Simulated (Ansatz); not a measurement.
Kick test of a cell of AlB2P3

It was reached by relaxing an invented guess, and it needn't be the stable form of this composition.

Computed with DFT PBE, scalar-relativistic, plane waves, PAW (Ansatz 0.2.0). Settings: cutoff 420 eV, Γ-centred mesh 12×12×4 on the computed 6-atom cell, Gaussian smearing of 0.01 eV; no spin polarisation.

The cell below (6 atoms, space group P3m1 (No. 156)) is relaxed within its symmetry.

```
CELL_PARAMETERS angstrom
3.41537 0.00000 0.00000
-1.70768 2.95779 0.00000
0.00000 0.00000 8.64960
ATOMIC_POSITIONS crystal
Al 0.33333 0.66667 0.67072
B 0.00000 0.00000 0.01931
B 0.66667 0.33333 0.31878
P 0.00000 0.00000 0.24725
P 0.66667 0.33333 0.54716
P 0.33333 0.66667 0.94678
```

For the test a repeat of it with 12 atoms (edges 3.42, 5.92, 8.65 Å) was strained at random (σ = 1.5 % a component), the atoms were moved at random (σ = 0.05 Å), and all was relaxed again on a coarse 6×4×4 mesh (in the run’s order of axes) with 0.20 eV smearing, with no symmetry imposed.

**Question.** What happens?

**Answer.** It returns, within 1 meV/atom of the unmoved cell on that mesh and with the same symmetry when read at 0.1 Å (Cm at 0.01 Å, so small strains and shifts remain). No instability shows in this cell; modes of other wave vectors, which need another repeat, aren't tested. Another cell of AlB2P3 relaxed alike, in I-4m2, lies 42 meV/atom lower, so this cell isn't the stable form at this level.
